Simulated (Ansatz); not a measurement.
Values for one crystal, relaxed and computed with LDA in the plane-wave PAW code Ansatz; other levels are named.

- Volume per atom: 33.29 Å³
- Electronic character: metallic (no gap)
- Zero-point energy: 16.9 meV/atom
- Young's modulus: 8.4 GPa
- Hill bulk and shear moduli: 9.1 and 3.1 GPa
- Bulk modulus (Birch–Murnaghan fit): 9.1 GPa
- Vibrational entropy at 300 K: 47.9 J/(K·mol of atoms)

Pick the material that matches.
A) Co, hcp (Mg type)
B) Fe, bcc (W type)
C) Na, bcc (W type)
D) V, bcc (W type)

C, Na, bcc (W type)

Space group Im-3m (bcc (W type)). The LDA relaxation kept the symmetry of its start. As this level gives no gap, shear constants depend on the k-mesh and smearing (Fermi–Dirac, 0.1 eV here).

Potentials: the earlier of the program's two PAW sets. The files were generated under PBE; for other functionals the program regenerates the frozen cores, and for LDA and PBEsol the local potential too.
